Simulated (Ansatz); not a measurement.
Cu Kα1 powder pattern (kinematic, no thermal factors).
2θ (°) (relative intensity): 20.03 (11), 23.17 (3), 33.00 (100), 38.90 (7), 40.71 (6), 47.36 (27), 51.91 (3), 53.36 (2), 58.93 (40), 62.90 (2), 69.22 (17), 72.89 (2), 74.09 (1), 78.84 (18), 83.52 (2), 88.16 (6)

The pattern is computed from a structure relaxed with DFT PBE, scalar-relativistic, plane waves, PAW in Ansatz. Collinear spin, ending at 2.7 μB a primitive cell. Its elements are Ir, Mn, O.

Question: Give the structure.

Answer: MnIr3O6.
Space group Fm-3m (No. 225). a = 7.672 Å, b = 7.672 Å, c = 7.672 Å, α = 90.00°, β = 90.00°, γ = 90.00°
| atom | site | symmetry | x | y | z |
| --- | --- | --- | --- | --- | --- |
| Mn | 4b | m-3m | 0.5000 | 0.0000 | 0.0000 |
| Ir | 8c | -43m | 0.2500 | 0.7500 | 0.7500 |
| Ir | 4a | m-3m | 0.0000 | 0.0000 | 0.0000 |
| O | 24e | 4m.m | 0.2541 | 0.0000 | 0.0000 |

A pattern alone doesn't exclude other cells with like lines; this is the one computed.

The cell was found from a structure generator's guess, not taken from experiment.
